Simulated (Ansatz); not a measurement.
How far is PAW off for Lu?

```
Lu
1.0
     3.50449    0.00000    0.00000
    -1.75224    3.03498    0.00000
     0.00000    0.00000    5.46485
Lu
2
Direct
  0.33333 0.66667 0.25000
  0.66667 0.33333 0.75000
```

Atoms are numbered in the order listed.

The cell was built from the hcp type and relaxed in the same program, and has space group P6_3/mmc; it needn't be a known or the stable phase.

Spin–orbit coupling is left out, though it moves levels of the heavy atoms by tenths of an eV or more.

All numbers are computed: DFT, PBE, PAW with Ansatz's default frozen-core files, scalar-relativistic (Ansatz 0.2.0); DFT, PBE, all-electron PAW with datasets made for the crystal, scalar-relativistic (Ansatz 0.2.0); DFT, PBE, all-electron LAPW, scalar-relativistic (Ansatz 0.2.0).

For PAW: a Γ-centred 12×12×6 k mesh, Fermi–Dirac smearing of 0.05 eV, cutoff 420 eV, no spin polarisation. The crystal-made all-electron datasets (AE datasets) take a cutoff of 340 eV at this cell. LAPW targets a basis error of 0.25 meV/atom. The Ansatz runs share mesh, smearing and spin set-up. Plane-wave (PAW) pressures include the program's estimate of the Pulay term.

Stress and pressure are positive in compression.

No spin–orbit coupling: at heavy atoms the gradients can be off by tens of per cent for that reason.

In a metal, gradients converge slowly with the k mesh: the values move by tens of per cent from one mesh to another, at times in sign, so only the comparison on one mesh counts.

Levels count from the Fermi level.

```csv
quantity,PAW,AE datasets,LAPW
pressure (GPa),0.03,0.03,0.03
highest filled level at L (eV),-2.094,-2.094,-2.094
lowest empty level at L (eV),0.110,0.110,0.110
highest filled level at A (eV),-4.351,-4.351,-4.351
lowest empty level at A (eV),1.236,1.236,1.236
highest filled level at Γ (eV),-2.383,-2.383,-2.383
lowest empty level at Γ (eV),0.688,0.688,0.688
field gradient Vzz at Lu1 (10²¹ V/m²),6.49,6.67,–
```

PAW's pressure differs from the LAPW value by about 0.01 GPa or less.
